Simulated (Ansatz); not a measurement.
ScPtN2:
```cif
data_N6Pt3Sc3
_chemical_formula_sum 'Sc3 Pt3 N6'
_space_group_name_H-M_alt 'R-3m :H'
_space_group_IT_number 166
_space_group_name_Hall '-R 3 2"'
_cell_length_a 3.19003
_cell_length_b 3.19003
_cell_length_c 17.95851
_cell_angle_alpha 90.000
_cell_angle_beta 90.000
_cell_angle_gamma 120.000
loop_
_atom_site_label
_atom_site_type_symbol
_atom_site_symmetry_multiplicity
_atom_site_Wyckoff_symbol
_atom_site_fract_x
_atom_site_fract_y
_atom_site_fract_z
_atom_site_occupancy
Sc1 Sc 3 b 0.00000 0.00000 0.50000 1
Pt1 Pt 3 a 0.00000 0.00000 0.00000 1
N1 N 6 c 0.00000 0.00000 0.10423 1
```
(The calculation used a cell of 4 atoms; values per cell refer to that cell.)

Relaxed at zero pressure with DFT-PBEsol in the program Ansatz with PAW potentials.

The volume is lowered by 3 % and shape and atoms relax at that volume. What pressure results, and how do the axes share the change?

4.0 GPa; a -1.7 %, b -1.7 %, c 0.3 %; the energy rises by 5 meV/atom.

Give the new structure.


Space group R-3m, hexagonal axes (No. 166); a = b = 3.137 Å, c = 18.018 Å, α = β = 90.00°, γ = 120.00°

```csv
atom,site,symmetry,x,y,z
Sc,3b,-3m,0.0000,0.0000,0.5000
Pt,3a,-3m,0.0000,0.0000,0.0000
N,6c,3m,0.0000,0.0000,0.1037
```

The phase is kept; no other phase was compared at this pressure.

The start of the workflow was typed in or built on a structure type; neither database checked (COD, Materials Project) lists it. Whether it is the stable phase at ambient conditions was not checked. Symmetry was held in the PBEsol relaxation; its stability against distortions is not shown here. The run is not spin-polarised. Spin–orbit coupling is left out wherever it is not named.

Potentials: the later of the program's two PAW sets.
